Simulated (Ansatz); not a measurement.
TaSb$_{2}$ in space group C2/m (No. 12; Ta on 4i, Sb on 4i, Sb on 4i) at seven volumes, plane-wave PAW PBEsol (Ansatz code), shape and atoms relaxed at each. One row is withheld.

| V (Å³/atom) | P (GPa) |
|---|---|
| 20.121 | 13.04 |
| 20.785 | 7.96 |
| 21.448 | 3.64 |
| 22.111 | 0.00 |
| 22.775 | ? |
| 23.438 | -5.69 |
| 24.101 | -7.88 |

Q: Fit the shown pressures and predict the withheld one.

A: Third-order Birch–Murnaghan: P = (3/2)B₀(x^(7/2) − x^(5/2))[1 + (3/4)(B′ − 4)(x − 1)] with x = (V₀/V)^(2/3). Least squares on the six rows gives V₀ = 22.112 Å³/atom, B₀ = 111.4 GPa, B′ = 4.57. At V = 22.775, x = 0.9805 and P = -3.08 GPa. The run itself gave -3.09 GPa.

The workflow started from a Materials Project entry (that database holds measured and hypothetical structures alike); the Crystallography Open Database copy checked does not list it. Whether it is the stable phase at ambient conditions was not checked. The PBEsol relaxation kept the symmetry of its start; whether a distortion lowers the energy is not shown. The run is not spin-polarised. Scalar-relativistic: spin–orbit coupling is off unless named, which matters more the heavier the elements.

Potentials: the later of the program's two PAW sets.
